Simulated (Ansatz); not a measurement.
An elastic tensor (GPa, Voigt order, standard axes) from the program Ansatz at the r²SCAN level (PAW):

```tsv
	1	2	3	4	5	6
1	139	47.7	47.7	0.0	0.0	0.0
2	47.7	139	47.7	0.0	0.0	0.0
3	47.7	47.7	139	0.0	0.0	0.0
4	0.0	0.0	0.0	59.4	0.0	0.0
5	0.0	0.0	0.0	0.0	59.4	0.0
6	0.0	0.0	0.0	0.0	0.0	59.4
```

Question: Pick the material that matches.
A) CeO2, fluorite
B) MgO, rock salt
C) Li6SI2O, Fm-3m (Li on 24e, I on 8c, S on 4a, O on 4b)
D) Mg3SnO, anti-perovskite

Answer: D, Mg3SnO, anti-perovskite

Space group Pm-3m (anti-perovskite). The start of the workflow was typed in or built on a structure type; neither database checked (COD, Materials Project) lists it. Its standing as an ambient phase is unchecked. The cell was relaxed with r²SCAN under the symmetry of its start; whether a distortion lowers the energy is not shown. As this level gives no gap, shear constants depend on the k-mesh and smearing (Fermi–Dirac, 0.1 eV here). Scalar-relativistic: spin–orbit coupling is off unless named, which matters more the heavier the elements.

Potentials: the later of the program's two PAW sets.
